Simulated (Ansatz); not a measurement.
Ta2O5:
```xyz
14
Lattice="6.2108 0.0000 0.0000 0.0000 7.3275 0.0000 0.0000 0.0000 3.7880" Properties=species:S:1:pos:R:3 pbc="T T T"
Ta     4.8165     4.5360     0.0000
Ta     4.4997     0.8723     0.0000
Ta     1.3943     2.7915     0.0000
Ta     1.7111     6.4552     0.0000
O      4.9784     4.8115     1.8940
O      4.3379     1.1478     1.8940
O      1.2324     2.5159     1.8940
O      1.8730     6.1797     1.8940
O      3.1054     3.6637     0.0000
O      5.5248     2.6370     0.0000
O      0.0000     0.0000     0.0000
O      2.4194     1.0267     0.0000
O      3.7914     6.3007     0.0000
O      0.6860     4.6905     0.0000
```

Relaxed with r²SCAN. Special points in fractions of this cell's reciprocal vectors: Γ (0.000, 0.000, 0.000); X (0.500, 0.000, 0.000); S (0.500, 0.500, 0.000); Y (0.000, 0.500, 0.000); Z (0.000, 0.000, 0.500); U (0.500, 0.000, 0.500); R (0.500, 0.500, 0.500); T (0.000, 0.500, 0.500).

List the band energies nearest the valence-band maximum at these points for the program Ansatz at the r²SCAN with spin–orbit coupling level (PAW).

In eV from the valence-band maximum; about four levels below and three above (degenerate sets whole), none deeper than 8.9 eV; points with the same levels are listed once.

```
k                    below                above
-  -----------------------  -------------------
Γ  -0.95 -0.95 -0.80 -0.80  2.91 2.91 2.97 2.97
X  -1.07 -1.07 -1.07 -1.07  2.97 2.97 2.97 2.97
S  -0.97 -0.97 -0.97 -0.97  3.50 3.50 3.50 3.50
Y  -0.87 -0.87 -0.87 -0.87  2.98 2.98 2.98 2.98
Z    -0.55 -0.55 0.00 0.00  2.65 2.65 3.54 3.54
U  -0.26 -0.26 -0.26 -0.26  3.64 3.64 3.64 3.64
R  -0.49 -0.49 -0.49 -0.49  3.62 3.62 3.62 3.62
T  -0.26 -0.26 -0.26 -0.26  3.85 3.85 3.85 3.85
```

Space group Pbam. The workflow started from a Materials Project entry (that database holds measured and hypothetical structures alike); the Crystallography Open Database copy checked does not list it. COD files the formula under space group No. 49. Whether it is the stable phase at ambient conditions was not checked. The cell was relaxed with r²SCAN under the symmetry of its start; its stability against distortions is not shown here. No spin polarisation was allowed.

Potentials: the later of the program's two PAW sets.
